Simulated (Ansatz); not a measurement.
The start is a randomly generated symmetric cell of MnSi (space group No. 123). Cell shape, volume and atoms are optimised at zero target pressure with r2SCAN (plane waves to 500 eV, PAW, scalar-relativistic; Ansatz, a first-principles code). The first steps use a coarse 7×7×10 k-mesh.

Input geometry:
```
CELL_PARAMETERS angstrom
      3.56227     0.00000     0.00000
      0.00000     3.56227     0.00000
      0.00000     0.00000     2.34748
ATOMIC_POSITIONS crystal
  Mn 0.50000 0.50000 0.00000
  Si 0.00000 0.00000 0.00000
```
Spin-polarised start, with parallel moments on Mn.

Question: What pressure does the first self-consistent step give?

Answer: +8 GPa (positive: the cell is compressed).

Question: How much energy is released per atom?

Answer: 0.20 eV/atom.

Question: How does the volume change?

Answer: +5.2 %, from 14.89 to 15.66 Å³/atom.

Question: What band gap does the relaxed structure have at this level?

Answer: Zero (metallic).

Question: What magnetic moments remain?

Answer: Net 1.51 μB/atom, ferromagnetic.

Question: What does it relax into? Give the structure.

Answer: 
```cif
data_MnSi
_chemical_formula_sum 'Mn1 Si1'
_space_group_name_H-M_alt 'P4/mmm'
_space_group_IT_number 123
_space_group_name_Hall '-P 4 2'
_cell_length_a 3.41750
_cell_length_b 3.41750
_cell_length_c 2.68212
_cell_angle_alpha 90.000
_cell_angle_beta 90.000
_cell_angle_gamma 90.000
loop_
_atom_site_label
_atom_site_type_symbol
_atom_site_symmetry_multiplicity
_atom_site_Wyckoff_symbol
_atom_site_fract_x
_atom_site_fract_y
_atom_site_fract_z
_atom_site_occupancy
Mn1 Mn 1 c 0.50000 0.50000 0.00000 1
Si1 Si 1 a 0.00000 0.00000 0.00000 1
```

The space group stays P4/mmm (No. 123) (the run could not lower it), with 2 atoms in the primitive magnetic cell. Final values are on a 14×14×17 k-mesh of the relaxed cell. Spin state reached: ferromagnetic (net 1.51 μB/atom), from parallel starting moments; other spin orders were not run from this start. r2SCAN tends to overstate moments in metals.

The run could not lose the symmetry of its start: the end is stationary, and may be a saddle point rather than a minimum.

All atoms sit on sites fixed by symmetry, so only the cell could relax.

The relaxed structure here is a generated cell of MnSi: the first start was made by a random draw of sites in a space group, and the end was not matched to a known phase here, so it may be hypothetical. Known forms of MnSi include space group No. 198.
